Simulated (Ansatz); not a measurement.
The cell below belongs to a search over invented structures; it isn't taken from experiment.

Input and command of a plane-wave DFT calculation in Ansatz:

```yaml
crystal:
  lattice:
    - [3.99923981, 0.0, 0.0]
    - [0.0, 3.99923981, 0.0]
    - [0.0, 0.0, 3.85055228]
  atoms:
    - { symbol: Tb, position: [0.0, 0.0, 0.0] }
    - { symbol: Cu, position: [0.0, 0.5, 0.5] }
    - { symbol: Cu, position: [0.5, 0.0, 0.5] }
    - { symbol: C, position: [0.5, 0.5, 0.0] }
basis:
  ecutwfc: 690
kpoints:
  mp_grid: { grid: [12, 12, 12] }
hamiltonian:
  xc: pbe
  pseudopotentials:
    kind: paw
    azcp: { Tb: "pseudopotentials/pbe/nc/lanthanide_3plus/Tb.nc.azcp" }
scf:
  occupations: { method: gaussian, width: 0.1 }
output:
  forces: true
  stress: true
  eigenvalues: true
relax:
  adjacent_minimum: "off"
  f_tol: 0.01
  max_steps: 80
  cell: { stress_tol: 0.05 }
```

```bash
ansatz run input.yaml --threads 1 --pin off --max-ram 2560MiB --backend cpu --events-out ev --progress --plain --runs-dir out
```

Processor: Intel(R) Xeon(R) Processor @ 2.50GHz (Skylake/Cascade Lake), 1 thread, on a host shared with other jobs.

**Question.** How long does it run, and how much memory does it take?

**Answer.** About 18 min, peak memory 0.86 GiB. It solves 32 bands at 196 k points (after reduction by symmetry) with about 2493 plane waves (on the last cell), in 83 SCF iterations over 12 ionic steps.

With its 4f electrons in the core of a norm-conserving potential, the lanthanide is trivalent by construction, without f bands, f moments or other valences.
